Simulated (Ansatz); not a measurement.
# TaN (rock salt), energy against volume

TaN (rock salt)

```cif
data_NTa
_chemical_formula_sum 'N1 Ta1'
_space_group_name_H-M_alt 'P 1'
_space_group_IT_number 1
_cell_length_a 3.09402
_cell_length_b 3.09402
_cell_length_c 3.09402
_cell_angle_alpha 60.000
_cell_angle_beta 60.000
_cell_angle_gamma 60.000
loop_
_space_group_symop_operation_xyz
  'x, y, z'
loop_
_atom_site_label
_atom_site_type_symbol
_atom_site_fract_x
_atom_site_fract_y
_atom_site_fract_z
_atom_site_occupancy
N1 N 0.00000 0.00000 0.00000 1
Ta1 Ta 0.50000 0.50000 0.50000 1
```

E(V) scan at fixed shape, V₀ the volume above. Symmetry pins the atoms to their sites.

Level of theory: PBEsol (plane waves to 420 eV, PAW, scalar-relativistic; Ansatz, an electronic-structure program). k mesh 19×19×19 (Γ-centred), Fermi-Dirac smearing 0.05 eV. The energy includes the smearing's −TS. Compression counts positive. Spin-orbit coupling is left out, though Ta is heavy. TaN is run without spin polarisation. TaN was relaxed with its symmetry unable to fall. This is a high-temperature form of TaN. The zero of ΔE is the relaxed starting cell.

```
V (Å³/cell)  ΔE (eV/atom)  P (GPa)
-----------  ------------  -------
18.85               0.141     47.4
19.27               0.087     35.8
19.69               0.047     25.3
20.11               0.020     16.0
20.52               0.005      7.6
20.94               0.000      0.0
21.36               0.004     -6.7
21.78               0.017    -12.8
22.20               0.038    -18.3
22.62               0.065    -23.1
23.04               0.098    -27.5
```

Summary:

| Property | Result |
|---|---|
| Pressure at the smallest volume | 47.4 GPa |
| Energy cost of the largest compression | 141 meV/atom |
| Energy cost of the largest expansion | 98 meV/atom |
| Bulk modulus B₀ (third-order Birch-Murnaghan fit) | 356 GPa |
| Pressure derivative B₀′ (fit) | 4.4 |
| Equilibrium volume of the fit | 10.47 Å³/atom |
| Pressure for 5 % compression (fit) | 20.5 GPa |

(Under strain, the slope of the energy per volume gives the stress and its curvature an elastic modulus.)
